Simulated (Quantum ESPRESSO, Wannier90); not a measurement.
# ZrSe$_{2}$ (CdI2 type): Wannier90 run

```xyz
3
Lattice="3.8112 0.0000 0.0000 -1.9056 3.3006 0.0000 0.0000 0.0000 6.3999" Properties=species:S:1:pos:R:3 pbc="T T T"
Zr     0.0000     0.0000     0.0000
Se    -1.9056     1.1002    -1.5623
Se     1.9056    -1.1002     1.5623
```

Structure: Materials Project mp-2076, symmetrised, not relaxed again. COD (Crystallography Open Database) has an entry of this formula and space group (matched by these alone). Computed values, not measurements, from PBEsol: Quantum ESPRESSO (norm-conserving PseudoDojo potentials, cutoff 69 Ry, spinors with spin-orbit coupling) on a Γ-centred 6×6×4 mesh, then Wannier90. Density: 12×12×6 mesh, Gaussian smearing 0.01 Ry. The cell is built of weakly bound layers, chains or molecules, whose nearest atoms lie 3.95 Å apart. Database cells relaxed without dispersion often hold them too far apart, which can enlarge gaps and weakens couplings between them; spacing and stacking were not compared with the measured crystal. The gap is small at this level and was sampled on the meshes and a path alone.

Bands 45-50 form an isolated set from 0.23 to 2.71 eV relative to the valence-band maximum (on the path) and are turned into 6 Wannier functions by minimising the spread from the start: SCDM (isolated).

Centres (Cartesian, Å; one of the equivalent choices) and spreads:

```tsv
n	x	y	z	spread (Å²)	nearest atom
1	0.000	0.000	0.000	4.836	Zr1
2	0.000	0.000	0.000	4.834	Zr1
3	0.000	0.000	0.000	4.825	Zr1
4	0.000	0.000	0.000	4.831	Zr1
5	0.000	0.000	0.000	4.833	Zr1
6	1.906	3.301	0.000	4.831	Zr1
```

Ω_I = 28.57 Å², Ω_total = 28.99 Å²; the interpolated bands follow pw.x to 26 meV rms on the path. Only this start was tried; a symmetric start can stop on a saddle, and mixtures of these functions could lower the total by at most Ω_total − Ω_I.
